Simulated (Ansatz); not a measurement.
Cu$_{2}$O (cuprite type, space group Pn-3m)

```
Cu2O
1.0
    4.29826     0.00000     0.00000
    0.00000     4.29826     0.00000
    0.00000     0.00000     4.29826
Cu O
4 2
Direct
  0.75000   0.75000   0.75000
  0.75000   0.25000   0.25000
  0.25000   0.75000   0.25000
  0.25000   0.25000   0.75000
  0.00000   0.00000   0.00000
  0.50000   0.50000   0.50000
```

The slice is a {210} plane (indices of the conventional cell) through the point (0.000, 0.000, 0.000) (fractional), spanned by u = [100] and v = [021] in vectors of this cell: u (4.30 Å) and v (9.61 Å, at 90° to u). It covers one period; positions are fractions (u, v).

The numbers are results of PBE (plane waves to 420 eV, PAW, scalar-relativistic; Ansatz, a program for electronic structure), not measurements. k mesh 8×8×8. Near the nuclei the fields are pseudised (PAW); where an atom keeps semicore shells as valence, they peak there. Cu2O is run without spin polarisation. Cu2O was relaxed with its symmetry unable to fall.

Task: Sketch the electron localisation function (ELF) on this plane as a map.

Result: 
```
v \ u  0.00  0.14  0.29  0.43  0.57  0.71  0.86
-----  ----  ----  ----  ----  ----  ----  ----
0.94   0.81  0.62  0.11  0.11  0.16  0.12  0.46
0.84   0.12  0.06  0.05  0.10  0.18  0.34  0.24
0.75   0.14  0.16  0.12  0.24  0.24  0.12  0.16
0.66   0.17  0.24  0.33  0.12  0.28  0.07  0.07
0.56   0.14  0.18  0.18  0.13  0.10  0.12  0.12
0.47   0.13  0.16  0.16  0.14  0.12  0.14  0.13
0.38   0.16  0.22  0.30  0.12  0.15  0.07  0.08
0.28   0.15  0.19  0.15  0.23  0.38  0.11  0.12
0.19   0.15  0.08  0.07  0.09  0.14  0.26  0.21
0.09   0.53  0.30  0.08  0.12  0.18  0.21  0.12
0.00      x  0.80  0.17  0.11  0.11  0.17  0.80
```

Values: electron localisation function (ELF). Points within 0.4 Å of a nucleus are blanked (x), as the pseudised field means little there.
